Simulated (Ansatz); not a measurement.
Molecular dynamics on a 2×2×2 supercell (32 atoms) of AlN (P6_3mc), relaxed with r2SCAN. Forces come from r2SCAN in the PAW code Ansatz: a Nosé-Hoover thermostat at fixed volume, 800 K, steps of 2 fs. Classical nuclei, no spin polarisation; a few dozen steps show the first response, not equilibrium.

```yaml
crystal:
  lattice:
    - [6.2133890049, 0.0, 0.0]
    - [-3.1066945025, 5.3809527219, 0.0]
    - [0.0, 0.0, 9.9571771017]
  atoms:
    - { symbol: Al, position: [0.1666666667, 0.3333333333, -0.0003978021] }
    - { symbol: Al, position: [0.3333333333, 0.1666666667, 0.2496021979] }
    - { symbol: "N", position: [0.1666666667, 0.3333333333, 0.1903978021] }
    - { symbol: "N", position: [0.3333333333, 0.1666666667, 0.4403978021] }
    - { symbol: Al, position: [0.1666666667, 0.3333333333, 0.4996021979] }
    - { symbol: Al, position: [0.3333333333, 0.1666666667, 0.7496021979] }
    - { symbol: "N", position: [0.1666666667, 0.3333333333, 0.6903978021] }
    - { symbol: "N", position: [0.3333333333, 0.1666666667, 0.9403978021] }
    - { symbol: Al, position: [0.1666666667, 0.8333333333, -0.0003978021] }
    - { symbol: Al, position: [0.3333333333, 0.6666666667, 0.2496021979] }
    - { symbol: "N", position: [0.1666666667, 0.8333333333, 0.1903978021] }
    - { symbol: "N", position: [0.3333333333, 0.6666666667, 0.4403978021] }
    - { symbol: Al, position: [0.1666666667, 0.8333333333, 0.4996021979] }
    - { symbol: Al, position: [0.3333333333, 0.6666666667, 0.7496021979] }
    - { symbol: "N", position: [0.1666666667, 0.8333333333, 0.6903978021] }
    - { symbol: "N", position: [0.3333333333, 0.6666666667, 0.9403978021] }
    - { symbol: Al, position: [0.6666666667, 0.3333333333, -0.0003978021] }
    - { symbol: Al, position: [0.8333333333, 0.1666666667, 0.2496021979] }
    - { symbol: "N", position: [0.6666666667, 0.3333333333, 0.1903978021] }
    - { symbol: "N", position: [0.8333333333, 0.1666666667, 0.4403978021] }
    - { symbol: Al, position: [0.6666666667, 0.3333333333, 0.4996021979] }
    - { symbol: Al, position: [0.8333333333, 0.1666666667, 0.7496021979] }
    - { symbol: "N", position: [0.6666666667, 0.3333333333, 0.6903978021] }
    - { symbol: "N", position: [0.8333333333, 0.1666666667, 0.9403978021] }
    - { symbol: Al, position: [0.6666666667, 0.8333333333, -0.0003978021] }
    - { symbol: Al, position: [0.8333333333, 0.6666666667, 0.2496021979] }
    - { symbol: "N", position: [0.6666666667, 0.8333333333, 0.1903978021] }
    - { symbol: "N", position: [0.8333333333, 0.6666666667, 0.4403978021] }
    - { symbol: Al, position: [0.6666666667, 0.8333333333, 0.4996021979] }
    - { symbol: Al, position: [0.8333333333, 0.6666666667, 0.7496021979] }
    - { symbol: "N", position: [0.6666666667, 0.8333333333, 0.6903978021] }
    - { symbol: "N", position: [0.8333333333, 0.6666666667, 0.9403978021] }
kpoints:
  mp_grid: { grid: [3, 3, 2] }
hamiltonian:
  xc: r2scan
scf:
  occupations: { method: fermi_dirac, width: 0.069 }
md:
  ensemble: nvt_nose_hoover
  temperature: 800
  timestep: 2.0
  n_steps: 40
  initial_velocities: maxwell_boltzmann
  seed: 9004
```

Run as `ansatz run input.yaml --threads 4 --pin off --max-ram 3686MiB --backend cpu --events-out ev --progress --plain --runs-dir out`. It ended after 7.6 min on 4 threads of Arm Neoverse N1, on a shared host; peak host memory 1.6 GiB.

```
step  t (fs)  T (K)  free energy F from step 0 (meV/atom)  kinetic energy (meV/atom)  largest force (eV/Å)
   0       0    800                                   0.0                      100.2                  0.00
   1       2    767                                   4.3                       96.0                  1.02
   2       4    674                                  16.0                       84.4                  2.07
   3       6    544                                  32.6                       68.1                  3.06
   4       8    406                                  50.1                       50.8                  3.86
   5      10    291                                  64.8                       36.4                  4.35
   6      12    220                                  73.7                       27.6                  4.47
   7      14    203                                  75.8                       25.4                  4.25
   8      16    231                                  72.2                       29.0                  3.79
   9      18    289                                  65.0                       36.1                  3.20
  10      20    354                                  56.8                       44.4                  2.93
  11      22    409                                  50.0                       51.3                  2.89
  12      24    440                                  46.3                       55.1                  2.78
  13      26    440                                  46.6                       55.1                  2.58
  14      28    409                                  50.8                       51.2                  2.30
  15      30    356                                  57.8                       44.6                  2.40
  16      32    294                                  66.0                       36.8                  2.68
  17      34    241                                  72.9                       30.2                  3.31
  18      36    214                                  76.6                       26.8                  3.77
  19      38    221                                  75.9                       27.7                  3.91
```

The temperature starts at 800 K, is lowest at step 7 (203 K, 14 fs) and ends at 221 K. The thermostat hasn't had time to restore it. The atoms start on their lattice sites with kinetic energy alone, so much of it first passes into potential energy. By the last step the atoms have moved 0.12 Å in the root mean square, the drift of the whole cell taken out, 0.19 Å at most. The job's limit cut the run after 19 of 40 steps.

Positions (Å) and forces (eV/Å) at step 19:
```
Al   0.059   1.896  -0.115    -0.297  -1.216   0.829
Al   1.480   0.890   2.505     1.994   1.825  -0.669
N    0.004   1.838   1.826     0.469   0.378   0.042
N    1.699   0.930   4.369    -1.986  -0.753   0.368
Al   0.134   1.731   5.033    -1.763   0.826  -0.027
Al   1.659   0.947   7.436    -0.392  -0.393   0.713
N    0.081   1.793   7.006    -0.761   0.121  -1.510
N    1.566   0.885   9.323     0.250   0.085   0.619
Al  -1.620   4.464  -0.024    -0.171   0.735   0.253
Al  -0.134   3.630   2.528     0.628  -0.540   0.513
N   -1.658   4.550   1.933     0.496  -0.818  -0.827
N   -0.116   3.594   4.501     0.437  -1.020  -1.069
Al  -1.701   4.508   5.004     1.976   0.222   0.370
Al  -0.026   3.595   7.437    -0.379   0.848  -0.566
N   -1.652   4.572   6.906     1.122  -1.098  -0.518
N   -0.017   3.673   9.314    -0.427  -0.215   0.345
Al   3.154   1.674   0.000    -2.262   2.868   1.390
Al   4.821   0.817   2.431    -2.503   2.106   1.117
N    3.173   1.891   1.921    -0.446  -2.800  -0.511
N    4.772   0.858   4.348     0.625  -0.534   0.446
Al   3.242   1.757   4.890     0.399   0.485   0.625
Al   4.702   0.858   7.512    -0.077   0.747  -1.303
N    3.187   1.812   6.838     0.205   0.079  -0.134
N    4.640   1.000   9.349     2.110  -2.301   0.115
Al   1.487   4.486   0.019     1.207   0.475   0.386
Al   3.056   3.581   2.516    -0.199   0.211  -0.434
N    1.465   4.475   1.980     0.187  -0.748  -1.531
N    3.081   3.594   4.376    -0.505  -0.743   0.268
Al   1.490   4.347   5.005     0.350   2.107  -1.730
Al   3.075   3.604   7.457     0.017  -0.193   0.440
N    1.531   4.501   6.783    -0.064  -0.425   2.529
N    3.048   3.588   9.391    -0.243  -0.323  -0.536
```
